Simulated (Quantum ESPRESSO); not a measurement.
Kohn-Sham bands of KBr (rock salt)

```
KBr
1.0
    0.00000     3.29454     3.29454
    3.29454     0.00000     3.29454
    3.29454     3.29454     0.00000
K Br
1 1
Direct
  0.00000   0.00000   0.00000
  0.50000   0.50000   0.50000
```

Structure: Materials Project mp-23251, symmetrised, not relaxed again. COD (Crystallography Open Database) has an entry of this formula and space group (matched by these alone). Method: PBE plane waves in Quantum ESPRESSO 7.5 (PseudoDojo norm-conserving files, 60 Ry, no spin polarisation, no spin-orbit coupling), Bloch states on a 8×8×8 mesh through Γ, Wannier90 4.0.1. Density: 8×8×8 mesh, cold smearing 0.01 Ry. Spin-orbit coupling, left out, would split the p-like bands by a few tenths of an eV.

Energies are relative to the valence-band maximum; weights are on the orthonormalised atomic waves of the pseudopotential files, averaged over the group. 16 electrons a cell are treated as valence.

Problem. Into which isolated groups do the bands fall, where do they lie and what are they made of?

Solution. 
```json
[
 {"bands": "1", "from (eV)": "-27.77", "to (eV)": "-27.76", "filling": "filled", "weight on atomic waves": "K 3s 99 %"},
 {"bands": "2", "from (eV)": "-12.48", "to (eV)": "-12.20", "filling": "filled", "weight on atomic waves": "Br 4s 82 %, K 3p 12 %, K 4s 6 %"},
 {"bands": "3–5", "from (eV)": "-11.34", "to (eV)": "-10.99", "filling": "filled", "weight on atomic waves": "K 3p 95 %, Br 4s 4 %"},
 {"bands": "6–8", "from (eV)": "-1.19", "to (eV)": "0.00", "filling": "filled", "weight on atomic waves": "Br 4p 96 %"}
]
```

The Kohn-Sham gap over both meshes and the path is 4.45 eV.
